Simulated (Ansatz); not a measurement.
Starting cell, ZrB2 (AlB2 type, space group P6/mmm):

```yaml
crystal:
  lattice:
    - [3.17143, 0.00000, 0.00000]
    - [-1.58571, 2.74654, 0.00000]
    - [0.00000, 0.00000, 7.08264]
  atoms:
    - { symbol: Zr, position: [0.00000, 0.00000, 0.00000] }
    - { symbol: Zr, position: [0.00000, 0.00000, 0.50000] }
    - { symbol: B, position: [0.33333, 0.66667, 0.25000] }
    - { symbol: B, position: [0.33333, 0.66667, 0.75000] }
    - { symbol: B, position: [0.66667, 0.33333, 0.25000] }
    - { symbol: B, position: [0.66667, 0.33333, 0.75000] }
```

A phonon eigenvector at A = (0.0, 0.0, 0.5) is frozen into this cell: atom i moves by Q times the vector below, so Q is the largest atomic displacement, in Å. The cell is held. It is one choice among 2 degenerate patterns. (q is in reciprocal vectors of the primitive cell; the cell shown is doubled to hold the pattern.)

| atom | x | y | z |
|---|---|---|---|
| B3 | 0.000 | 1.000 | 0.000 |
| B4 | 0.000 | -1.000 | 0.000 |
| B5 | 0.000 | 1.000 | 0.000 |
| B6 | 0.000 | -1.000 | 0.000 |

Atoms not listed stay in place.

All values below come from PBE (plane waves to 420 eV, PAW, scalar-relativistic; Ansatz, a program for electronic structure). k mesh 17×17×7 (Γ-centred), Fermi-Dirac smearing 0.05 eV. With partly filled bands, energies and forces of such displacements shift with the k mesh and the smearing. ZrB2 is run without spin polarisation. ZrB2 was relaxed with its symmetry unable to fall. 

| Q (Å) | −dE/dQ from forces (eV/Å) |
|---|---|
| -0.180 | 4.585 |
| -0.150 | 3.835 |
| -0.120 | 3.077 |
| -0.090 | 2.313 |
| -0.060 | 1.544 |
| -0.030 | 0.773 |
| 0.000 | 0.000 |
| 0.030 | -0.773 |
| 0.060 | -1.544 |
| 0.090 | -2.313 |
| 0.120 | -3.077 |
| 0.150 | -3.835 |
| 0.180 | -4.585 |

Problem. What harmonic wavenumber does the curvature at Q = 0 give?

Solution. 403 cm⁻¹. E″ = 25.77 eV/Å², M = Σ mᵢ|uᵢ|² = 43.2 u, ν̃ = 521.5·√(|E″|/M).

(A displaced cell: forces are minus the slopes of the energy, force constants its curvatures, and phonons follow from these.)
